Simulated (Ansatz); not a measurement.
ZnO (NiAs type, P6_3/mmc), r²SCAN (plane waves, PAW; program Ansatz). The conduction-band minimum lies at Γ, with 1 equivalent valley. Second derivatives d²E/dk² of the lowest band at one valley (eV·Å²), along Cartesian directions:

```csv
direction,d²E/dk²
[100],37.72
[010],37.72
[001],37.66
[110],37.72
[101],37.70
[011],37.70
```

Question: Find the principal effective masses, the density-of-states mass and the conductivity mass.

Answer: Off-diagonal terms follow from H_xy = H[110] − (H_xx + H_yy)/2, and m*/mₑ = 7.620 eV·Å² over each eigenvalue: 0.20, 0.20, 0.20. One valley's DOS mass (m₁m₂m₃)^(1/3) = 0.20, conductivity mass 3/(Σ 1/mᵢ) = 0.20 mₑ.

Question: What effective density of states Nc follows at 300 K for parabolic valleys?

Answer: Nc = 2.509e19 × 1 × (0.20)^(3/2) ≈ 2.2e18 cm⁻³.

The start of the workflow was typed in or built on a structure type; the Crystallography Open Database copy checked does not list it. It is not the phase usual at ambient conditions (space group No. 186). Symmetry was held in the r²SCAN relaxation; whether a distortion lowers the energy is not shown.

Potentials: the later of the program's two PAW sets.

Edges and masses are those of Kohn–Sham bands, whose gap is no quasiparticle gap.
